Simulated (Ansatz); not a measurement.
C in space group I4/mmm (No. 139; C on 8h) at seven volumes, r²SCAN in the plane-wave PAW code Ansatz, shape and atoms relaxed at each. One row is withheld.

```
V (Å³/atom)  P (GPa)
-----------  -------
5.421              ?
5.600          28.82
5.779          13.40
5.957          -0.01
6.136         -11.65
6.315         -21.78
6.494         -30.57
```

**Question.** Fit the shown pressures and predict the withheld one.

**Answer.** P = (3/2)B₀(x^(7/2) − x^(5/2))[1 + (3/4)(B′ − 4)(x − 1)] with x = (V₀/V)^(2/3). Least squares on the six rows gives V₀ = 5.957 Å³/atom, B₀ = 416 GPa, B′ = 3.71. At V = 5.421, x = 1.0649 and P = 46.70 GPa. The run itself gave 46.58 GPa.

The start of the workflow was typed in or built on a structure type; the Crystallography Open Database copy checked does not list it. It is not the phase usual at ambient conditions (space group No. 194, 227). Symmetry was held in the r²SCAN relaxation; whether a distortion lowers the energy is not shown.

Potentials: the later of the program's two PAW sets.
